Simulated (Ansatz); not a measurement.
Total density of states per atom from PBEsol in the plane-wave PAW code Ansatz, in 0.25 eV bins, energy from the valence-band maximum:

(E (eV), states/eV/atom): (-7.85, 0.00); (-7.60, 0.00); (-7.35, 0.00); (-7.10, 0.00); (-6.85, 0.00); (-6.60, 0.00); (-6.35, 0.00); (-6.10, 0.00); (-5.85, 0.00); (-5.60, 0.00); (-5.35, 0.00); (-5.10, 0.00); (-4.85, 0.00); (-4.60, 0.00); (-4.35, 0.03); (-4.10, 0.25); (-3.85, 0.64); (-3.60, 0.47); (-3.35, 0.80); (-3.10, 1.10); (-2.85, 1.11); (-2.60, 1.58); (-2.35, 1.21); (-2.10, 0.66); (-1.85, 0.62); (-1.60, 0.70); (-1.35, 0.57); (-1.10, 0.84); (-0.85, 1.13); (-0.60, 1.27); (-0.35, 1.05); (-0.10, 0.35); (0.15, 0.00); (0.40, 0.00); (0.65, 0.00); (0.90, 0.00); (1.15, 0.09); (1.40, 0.21); (1.65, 0.28); (1.90, 0.40); (2.15, 0.33); (2.40, 0.78); (2.65, 0.81); (2.90, 0.94); (3.15, 0.78); (3.40, 0.19); (3.65, 0.01); (3.90, 0.22); (4.15, 0.73); (4.40, 0.77); (4.65, 0.72); (4.90, 0.85); (5.15, 1.01); (5.40, 1.08); (5.65, 1.08)

Task: Which compound is it?
(A) BaZrS3, Pnma (Ba on 4c, Zr on 4a, S on 4c, S on 8d)
(B) GaFe3, Cu3Au type
(C) Ba2LuRuO6, Fm-3m (Lu on 4a, O on 24e, Ru on 4b, Ba on 8c)
(D) BaCd2Ge2, I4/mmm (Ge on 4e, Cd on 4d, Ba on 2a)

Result: A, BaZrS3, Pnma (Ba on 4c, Zr on 4a, S on 4c, S on 8d). Top 1 eV of the valence band: S 3p 90 %. Bottom 1 eV of the conduction band: Zr 4d 78 %, S 3p 15 %, outside the projected shells 7 %. Projections are on Löwdin-orthogonalised atomic valence shells; empty p or d shells of many metals are not among them.

The cell was relaxed with PBEsol under the symmetry of its start. The run is not spin-polarised. Scalar-relativistic: spin–orbit coupling is off unless named, which matters more the heavier the elements.

Potentials: the later of the program's two PAW sets.
